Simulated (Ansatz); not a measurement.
FeCo (CsCl type), relaxed with PBEsol (Ansatz, an electronic-structure program, plane waves, PAW): a = 2.8005 Å, b = 2.8005 Å, c = 2.8005 Å, α = 90.00°, β = 90.00°, γ = 90.00°.

| Property | Value |
|---|---|
| ΔH_f (eV/atom) | -0.03 |
| B₀ by P(V) fit (GPa) | 216 |
| spin order and moments (μB) | ferromagnetic; net 2.22 per atom; largest site about 2.8 |

Q: The same phase is relaxed and computed with PBE in the same code. What are the cell and these values now?

A: a = b = c = 2.8449 Å, α = β = γ = 90.00°.

ΔH_f (eV/atom): -0.07
B₀ by P(V) fit (GPa): 193
spin order and moments (μB): ferromagnetic; net 2.27 per atom; largest site about 2.9

Spin orders computed, not proven ground states: FeCo, CsCl type with PBEsol ferromagnetic; FeCo, CsCl type with PBE ferromagnetic. All cells were relaxed under the symmetry of their starts (and spin orders); stability against distortions was not tested throughout.

Potentials: the later of the program's two PAW sets.

Ansatz is a plane-wave DFT program.

Formation energies count from the lowest solids of the elements computed at the same level, not from gases.
